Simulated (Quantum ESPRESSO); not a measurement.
```xyz
2
Lattice="0.0000 3.5020 3.5020 3.5020 0.0000 3.5020 3.5020 3.5020 0.0000" Properties=species:S:1:pos:R:3 pbc="T T T"
K      0.0000     0.0000     0.0000
I      3.5020     3.5020     3.5020
```

Cell and atoms were relaxed with PBEsol from Materials Project entry mp-22898, within its symmetry.

Q: What does PBEsol (Quantum ESPRESSO, PseudoDojo norm-conserving, 74 Ry, with spin-orbit coupling) give for the electronic structure near the Fermi level?

A: The PBEsol gap is direct, 3.54 eV at Γ.
